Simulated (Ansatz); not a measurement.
BP in space group P6_222 (No. 180; B on 3d, P on 3c) under volume change, plane-wave PAW PBE+D3(BJ) (Ansatz code), shape and atoms relaxed at each volume.

| V (Å³/atom) | E − E(relaxed) (meV/atom) | P (GPa) |
|---|---|---|
| 9.588 | 56.6 | 20.63 |
| 9.904 | 23.9 | 12.70 |
| 10.220 | [?] | [?] |
| 10.536 | 0.0 | 0.02 |
| 10.852 | [?] | [?] |
| 11.168 | 19.5 | -9.42 |
| 11.484 | 41.9 | -13.18 |

Question: Some entries are withheld; supply them.

Answer: 
- 10.852, E − E(relaxed) (meV/atom): 5.1
- 10.852, P (GPa): -5.05
- 10.220, E − E(relaxed) (meV/atom): 5.7
- 10.220, P (GPa): 5.90

Question: What does a third-order Birch–Murnaghan fit give for V₀, B₀ and B′?

Answer: V₀ = 10.54 Å³/atom, B₀ = 181 GPa, B′ = 3.9.

The start of the workflow was typed in or built on a structure type; neither database checked (COD, Materials Project) lists it. It is not the phase usual at ambient conditions (space group No. 216). Symmetry was held in the PBE+D3(BJ) relaxation; whether a distortion lowers the energy is not shown.

Potentials: the earlier of the program's two PAW sets.
